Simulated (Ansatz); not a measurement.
The start is a generated cell, P placed in the hcp structure type. A full variable-cell relaxation at zero pressure is run with PBEsol (plane waves to 420 eV, PAW, scalar-relativistic; Ansatz, a quantum-chemistry and plane-wave program). The first steps use a coarse 10×10×5 k-mesh.

Starting cell:
```yaml
crystal:
  lattice:
    - [2.74868, 0.00000, 0.00000]
    - [-1.37434, 2.38043, 0.00000]
    - [0.00000, 0.00000, 4.46275]
  atoms:
    - { symbol: P, position: [0.33333, 0.66667, 0.25000] }
    - { symbol: P, position: [0.66667, 0.33333, 0.75000] }
```

- Initial pressure: -5 GPa (negative: the cell is under tension)
- Energy released: 0.39 eV/atom
- Shortest distances (start → end): The closest pairs of elements (up to four, under 3.6 Å), start → end: P–P 2.74 → 2.46 Å
- Band gap at the end: no gap (metallic)
- Optimiser moves: 23

It ends as:

Space group P6₃/mmc (No. 194); a = b = 3.2512 Å, c = 3.1846 Å, α = β = 90.00°, γ = 120.00°

```csv
atom,site,symmetry,x,y,z
P,2c,-6m2,0.3333,0.6667,0.2500
```

Final values are on a 16×16×15 k-mesh of the relaxed cell. No spin polarisation in the result.

The run could not lose the symmetry of its start: the end is stationary, and may be a saddle point rather than a minimum.

All atoms sit on sites fixed by symmetry, so only the cell could relax.

The relaxed structure here is a generated cell of P: the first start was made by placing the elements on the sites of a structure type, and the end was not matched to a known phase here, so it may be hypothetical. Known forms of P include space group No. 64.
